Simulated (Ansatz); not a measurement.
NbSi₂ in space group I4/mcm (No. 140; Si on 8h, Nb on 4a) under volume change, PBE (plane waves, PAW; program Ansatz), shape and atoms relaxed at each volume.

| V (Å³/atom) | E − E(relaxed) (meV/atom) | P (GPa) |
|---|---|---|
| 15.393 | 64.6 | 14.92 |
| 15.900 | 27.0 | 8.99 |
| 16.408 | 6.5 | 4.21 |
| 16.915 | 0.0 | -0.01 |
| 17.422 | 6.1 | -3.74 |
| 17.930 | 23.1 | -6.95 |
| 18.437 | 49.6 | -9.70 |

### Question
What does a third-order Birch–Murnaghan fit give for V₀, B₀ and B′?

### Answer
V₀ = 16.91 Å³/atom, B₀ = 132 GPa, B′ = 3.9.

The cell is a constructed one: a structure type filled with these elements; neither database checked (COD, Materials Project) lists it. COD files the formula under space group No. 180, 181, so this cell is another polymorph or a model. Its standing as an ambient phase is unchecked. The PBE relaxation kept the symmetry of its start; its stability against distortions is not shown here. The run is not spin-polarised.

Potentials: the later of the program's two PAW sets.
